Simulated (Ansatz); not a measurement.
This run works on a proposed trial structure, not on a known crystal.

Input and command of a plane-wave DFT calculation in Ansatz:

```yaml
crystal:
  lattice:
    - [-1.9405930148, 3.7656351599, 5.9218788123]
    - [1.9405930148, -3.7656351599, 5.9218788123]
    - [1.9405930148, 3.7656351599, -5.9218788123]
  atoms:
    - { symbol: Sn, position: [0.0005256747, 0.0005256747, 0.0] }
    - { symbol: Br, position: [0.2102685746, 0.2102685746, 0.0] }
    - { symbol: Cl, position: [0.8033518795, 0.8033518795, 0.0] }
    - { symbol: Cl, position: [0.2325627782, 0.4989269356, 0.7336358425] }
    - { symbol: Cl, position: [0.7652910931, 0.4989269356, 0.2663641575] }
basis:
  ecutwfc: 420
kpoints:
  mp_grid: { grid: [8, 8, 8] }
hamiltonian:
  xc: pbe
scf:
  occupations: { method: gaussian, width: 0.02 }
output:
  forces: true
  stress: true
  eigenvalues: true
relax:
  adjacent_minimum: "off"
  f_tol: 0.01
  max_steps: 80
  cell: { stress_tol: 0.05 }
```

```bash
ansatz run input.yaml --threads 1 --pin off --max-ram 2560MiB --backend cpu --events-out ev --progress --plain --runs-dir out
```

Processor: Intel(R) Xeon(R) Processor @ 2.50GHz (Skylake/Cascade Lake), 1 thread, on a host shared with other jobs.

How long does it run, and how much memory does it take?

About 9.8 min, peak memory 0.73 GiB. It solves 26 bands at 95 k points (after reduction by symmetry) with about 3711 plane waves (on the last cell), in 48 SCF iterations over 8 ionic steps.
